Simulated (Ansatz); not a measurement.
A geometry of Sb₂Se₃ away from equilibrium: the start of the relaxation of a generated cell, Sb2Se3 placed in the stibnite structure type. The numbers are results of PBEsol (plane waves to 420 eV, PAW, scalar-relativistic; Ansatz, a program for electronic structure), not measurements. Γ-centred k-mesh 2×5×2 on the run's cell (coarser than for final values), Fermi–Dirac smearing 0.05 eV.

```xyz
20
Lattice="11.8880 0.0000 0.0000 0.0000 4.0353 0.0000 0.0000 0.0000 11.8280" Properties=species:S:1:pos:R:3:forces:R:3 pbc="T T T" free_energy=-116359.946 pressure_GPa=-1.1
Sb    11.5389     1.0088     2.0578    0.2624    0.0000    0.1863
Sb     5.5949     1.0088     3.8562    0.2624    0.0000   -0.1863
Sb     0.3492     3.0265     9.7701   -0.2624    0.0000   -0.1863
Sb     6.2932     3.0265     7.9718   -0.2624    0.0000    0.1863
Sb     7.7200     1.0088    11.4018   -0.0629    0.0000    0.1071
Sb     1.7760     1.0088     6.3402   -0.0629    0.0000   -0.1071
Sb     4.1681     3.0265     0.4262    0.0629    0.0000   -0.1071
Sb    10.1121     3.0265     5.4878    0.0629    0.0000    0.1071
Se     3.4737     1.0088     2.2687   -0.2272    0.0000   -0.1415
Se     9.4177     1.0088     3.6453   -0.2272    0.0000    0.1415
Se     8.4144     3.0265     9.5593    0.2272    0.0000    0.1415
Se     2.4703     3.0265     8.1827    0.2272    0.0000   -0.1415
Se     5.3544     1.0088    10.3731   -0.3288    0.0000   -0.1519
Se    11.2984     1.0088     7.3688   -0.3288    0.0000    0.1519
Se     6.5337     3.0265     1.4548    0.3288    0.0000    0.1519
Se     0.5896     3.0265     4.4591    0.3288    0.0000   -0.1519
Se     7.4253     1.0088     6.6367    0.1851    0.0000   -0.2113
Se     1.4813     1.0088    11.1053    0.1851    0.0000    0.2113
Se     4.4628     3.0265     5.1913   -0.1851    0.0000    0.2113
Se    10.4068     3.0265     0.7227   -0.1851    0.0000   -0.2113
```

Positions in Å, forces in eV/Å, free energy of the cell in eV (comparable only within this code, potentials and settings). Largest force: 0.36 eV/Å, on Se13, Se14, Se15, Se16 (atoms numbered as listed); the geometry lies 0.02 eV/atom above the end of its relaxation.

No spin polarisation in the result.

The run could not lose the symmetry of its start.

The first start was generated by placing the elements on the sites of a structure type. A measured structure of Sb2Se3 has the same space group, Pnma (No. 62); the sites were not compared with it.
